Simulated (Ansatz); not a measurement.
Ta2N (anti-CdI2 type, P-3m1) under volume change, the program Ansatz at the r²SCAN level (PAW), shape and atoms relaxed at each volume.

```
V (Å³/atom)  E − E(relaxed) (meV/atom)  P (GPa)
-----------  -------------------------  -------
12.150                           115.8    33.53
12.550                               …        …
12.951                               …        …
13.351                             0.0     0.00
13.752                            10.4    -8.09
14.152                            39.4   -14.95
14.553                            84.2   -20.74
```

**Question.** Complete the blanks.

**Answer.** 
- 12.951, E − E(relaxed) (meV/atom): 11.5
- 12.951, P (GPa): 9.46
- 12.550, E − E(relaxed) (meV/atom): 48.7
- 12.550, P (GPa): 20.56

**Question.** What does a third-order Birch–Murnaghan fit give for V₀, B₀ and B′?

**Answer.** V₀ = 13.35 Å³/atom, B₀ = 290 GPa, B′ = 4.3.

The cell was relaxed with r²SCAN under the symmetry of its start; of distortions, only those at the zone centre were tested. The run is not spin-polarised. The volume moved by 19 % from the start of the relaxation. Spin–orbit coupling is left out wherever it is not named.

Potentials: the later of the program's two PAW sets.
